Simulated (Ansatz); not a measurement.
The relaxed structure here is a generated cell of Bi: the first start was made by a random draw of sites in a space group, and the end was not matched to a known phase here, so it may be hypothetical. Known forms of Bi include space group No. 166.

A relaxed structure of Bi. Method: r2SCAN (plane waves to 500 eV, PAW, scalar-relativistic; Ansatz, a first-principles code).

```cif
data_Bi
_chemical_formula_sum 'Bi1'
_space_group_name_H-M_alt 'P 1'
_space_group_IT_number 1
_cell_length_a 3.41585
_cell_length_b 3.41585
_cell_length_c 3.28325
_cell_angle_alpha 90.000
_cell_angle_beta 90.000
_cell_angle_gamma 119.934
loop_
_space_group_symop_operation_xyz
  'x, y, z'
loop_
_atom_site_label
_atom_site_type_symbol
_atom_site_fract_x
_atom_site_fract_y
_atom_site_fract_z
_atom_site_occupancy
Bi1 Bi 0.50000 0.50000 0.00000 1
```

Determine the symmetry and give the standard cell with its independent sites.

Space group P6/mmm (No. 191); a = b = 3.4176 Å, c = 3.2832 Å, α = β = 90.00°, γ = 120.00°

```csv
atom,site,symmetry,x,y,z
Bi,1a,6/mmm,0.0000,0.0000,0.0000
```

This is the AFLOW prototype A_hP1_191_a (A_f, as in Sn).

Give the shortest distances between elements (the closest pairs, up to four, under 3.6 Å).

Bi–Bi 3.28 Å.

```json
{
  "volume_per_atom": "33.20 Å³",
  "density": "10.45 g/cm³",
  "band_gap": "no gap (metallic)"
}
```

No spin polarisation in the result.

The run could not lose the symmetry of its start, so the end can be a saddle point.
